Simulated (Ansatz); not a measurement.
Here is the system:

CdS (zinc blende)

```yaml
crystal:
  lattice:
    - [0.00000, 5.92662, 5.92662]
    - [2.96331, 0.00000, 2.96331]
    - [2.96331, 2.96331, 0.00000]
  atoms:
    - { symbol: S, position: [0.37500, 0.75000, 0.75000] }
    - { symbol: S, position: [0.87500, 0.75000, 0.75000] }
    - { symbol: Cd, position: [0.00000, 0.00000, 0.00000] }
    - { symbol: Cd, position: [0.50000, 0.00000, 0.00000] }
```

In this cell atom 2 (S, nearest neighbour Cd at 2.566 Å; its periodic images, 4.2 Å or more away, move with it) is moved by s along Cartesian z, unit vector (0.000, 0.000, 1.000); all other atoms and the cell stay fixed.

These are PBE (plane waves to 420 eV, PAW, scalar-relativistic; Ansatz, a first-principles code) values and carry that method's errors. k mesh 4×8×8 (Γ-centred), Fermi-Dirac smearing 0.05 eV. The energy includes the smearing's −TS. CdS was relaxed with its symmetry unable to fall. The zero of ΔE is the undisplaced structure.

The scan covers s from -0.770 to 0.770 Å in 11 points.

Task: Is this a single well or a double well?

Result: A single well with its minimum at or next to zero displacement.

Task: Is the energy the same for displacements of ±0.770 Å, and if not, which side lies higher?

Result: Not even: the negative side lies higher at ±0.770 Å. With its periodic images moving along, the atom's site symmetry in this cell is 3m.

Task: What force acts on the atom along the line at s = -0.770 Å?

Result: 3.21 eV/Å.

Task: What is the energy change at s = 0.770 Å?

Result: 1371 meV/cell.

Task: What is the force constant k = d²E/ds² of this move at s = 0?

Result: 5.49 eV/Å².

(A displaced cell: forces are minus the slopes of the energy, force constants its curvatures, and phonons follow from these.)
